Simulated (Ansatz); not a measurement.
# Cold compression of Hg (diamond type)

```yaml
crystal:
  lattice:
    - [0.00000, 3.30960, 3.30960]
    - [3.30960, 0.00000, 3.30960]
    - [3.30960, 3.30960, 0.00000]
  atoms:
    - { symbol: Hg, position: [0.87500, 0.87500, 0.87500] }
    - { symbol: Hg, position: [0.12500, 0.12500, 0.12500] }
```

The cell comes from a relaxation on PAW files under the same functional, begun from a prototype that needn't be the stable phase.

Its volume is scaled at fixed shape and fractional positions.

Computed with Ansatz 0.2.0; functional PBEsol, scalar-relativistic. Settings: a Γ-centred 12×12×12 k mesh, Fermi–Dirac smearing of 0.05 eV, no spin polarisation. Methods: LAPW: all electrons, basis error target 1 meV/atom; PAW: frozen-core files, cutoff 420 eV; crystal datasets: all electrons, by PAW datasets that the program makes for each cell; norm-conserving: pseudopotentials, cutoff 898 eV; PAW (cutoff 250 eV): frozen-core files, cutoff 250 eV.

Energies are extrapolated to zero smearing and count from the unscaled cell; pressure is positive in compression; gaps take the mesh and a band path. No temperature or zero-point motion is included.

Spin–orbit coupling is left out, which matters for the heavy atoms. The PAW files were made under PBE. The structure type is held throughout; the real material can change phase at far lower pressure.

```
V/V0  V (Å³/atom)  P LAPW (GPa)  ΔE LAPW (eV/atom)  P PAW − LAPW (GPa)  ΔE PAW − LAPW (meV/atom)
1.00        36.25          0.03              0.000                0.00                       0.0
0.90        32.63             ?                  ?                   ?                         ?
0.80        29.00          8.47              0.140               -0.02                      -0.1
0.70        25.38          21.2              0.457               -0.05                      -0.7
0.60        21.75          49.9              1.217               -0.11                      -2.4
0.50        18.13         116.8              2.991               -0.21                      -5.8
0.40        14.50         288.4              7.255               -0.48                     -12.9
```

Question: Fit the Vinet equation to the LAPW pressures shown (residuals weighted by 1/(|P| + 0.03·Pmax)), and predict the pressure of the withheld row.

Answer: The fit gives V0 = 36.25 Å³/atom, B0 = 17.9 GPa and B0′ = 7.11. At 32.63 Å³/atom, x = (V/V0)^(1/3) = 0.9655, and P = 3·B0·(1 − x)/x²·exp[1.5·(B0′ − 1)·(1 − x)] = 2.72 GPa. The run itself gave 2.50 GPa (+8.9 % off) and ΔE = 0.026 eV/atom.

Question: From the table, what is the rise of the enthalpy H = E + pV up to the last row, and how stiff is the crystal between the last two rows?

Answer: ΔH = 7.255 eV + (288.4 GPa × 14.50 Å³ − 0.03 GPa × 36.25 Å³) × 0.006242 eV/(GPa·Å³) = 33.35 eV/atom, of which pV makes 78 %. The mean bulk modulus there is −ΔP/Δln V = 769 GPa.

Question: At the smallest volume, how far do crystal datasets and norm-conserving and PAW (cutoff 250 eV) lie from LAPW in pressure?

Answer: crystal datasets: 0.00 GPa; norm-conserving: -0.65 GPa; PAW (cutoff 250 eV): +5.00 GPa, on a LAPW pressure of 288.4 GPa.
